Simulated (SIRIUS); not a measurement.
A self-consistent single point of CaO (Fm-3m, 8 atoms in the cell; from Materials Project mp-2605, changed as shown).

```xyz
8
Lattice="4.7110 0.0000 0.0000 0.0000 4.7110 0.0000 0.0000 0.0000 4.7110" Properties=species:S:1:pos:R:3 pbc="T T T"
Ca     0.0000     0.0000     0.0000
Ca     0.0000     2.3555     2.3555
Ca     2.3555     0.0000     2.3555
Ca     2.3555     2.3555     0.0000
O      2.3555     0.0000     0.0000
O      2.3555     2.3555     2.3555
O      0.0000     0.0000     2.3555
O      0.0000     2.3555     0.0000
```

Method: PBE, SSSP 1.1.2 precision PBE pseudopotentials (plane waves; SIRIUS).

SIRIUS settings:

- parameters.ngridk = 8 8 8
- parameters.xc_functionals = [XC_GGA_X_PBE, XC_GGA_C_PBE]
- parameters.gk_cutoff = 9.487 1/bohr
- parameters.pw_cutoff = 30 1/bohr
- parameters.smearing = gaussian
- parameters.smearing_width = 0.0001 Ha
- potentials = SSSP 1.1.2 precision PBE pseudopotentials
- parameters.electronic_structure_method = pseudopotential
- parameters.num_bands = 38
- parameters.num_mag_dims = 0
- parameters.num_dft_iter = 100
- parameters.energy_tol = 1e-07 Ha
- parameters.density_tol = 1e-06
- mixer.type = anderson
- mixer.beta = 0.5
- mixer.use_hartree = false

Task: Estimate, at this level of theory: gap on the k-point mesh and pressure.

Result: The run gave:

| Property | Value |
|---|---|
| Gap on the k-point mesh | 3.63 eV |
| Pressure | 9.32 GPa |

The gap is read on the k-point mesh of the run and can differ from the gap over the whole zone at this level.

For comparison: a first run was changed to give this one (lattice scaled by 0.98), and from it to this one the free energy goes up by 26.8 meV/atom, the pressure goes from 1.57 to 9.32 GPa and the gap on the mesh goes from 3.654 to 3.630 eV.

The structure comes from a collection of computed structures, made at another level of theory; the collection holds predicted forms beside known ones.

Cost on one core: roughly 7 core-minutes.
